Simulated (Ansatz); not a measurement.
Relaxed-ion elastic tensor of BP (CsCl type, Pm-3m) in GPa (Voigt order), plane-wave PAW PBEsol (Ansatz code); density 3.56 g/cm³, 9.74 Å³ per atom.

|  | 1 | 2 | 3 | 4 | 5 | 6 |
|---|---|---|---|---|---|---|
| 1 | 134 | 152 | 152 | 0.0 | 0.0 | 0.0 |
| 2 | 152 | 134 | 152 | 0.0 | 0.0 | 0.0 |
| 3 | 152 | 152 | 134 | 0.0 | 0.0 | 0.0 |
| 4 | 0.0 | 0.0 | 0.0 | -52.6 | 0.0 | 0.0 |
| 5 | 0.0 | 0.0 | 0.0 | 0.0 | -52.6 | 0.0 |
| 6 | 0.0 | 0.0 | 0.0 | 0.0 | 0.0 | -52.6 |

Task: Is the crystal mechanically stable?

Result: No: the smallest eigenvalue of C is -52.6 GPa.

The start of the workflow was typed in or built on a structure type; neither database checked (COD, Materials Project) lists it. It is not the phase usual at ambient conditions (space group No. 216). Symmetry was held in the PBEsol relaxation. At this level the phase is dynamically unstable (imaginary phonons). The volume moved by 16 % from the start of the relaxation. Its formation energy is positive at this level, so the cell may be metastable or incomplete. As this level gives no gap, shear constants depend on the k-mesh and smearing (Fermi–Dirac, 0.1 eV here).

Potentials: the earlier of the program's two PAW sets. The files were generated under PBE; for other functionals the program regenerates the frozen cores, and for LDA and PBEsol the local potential too.
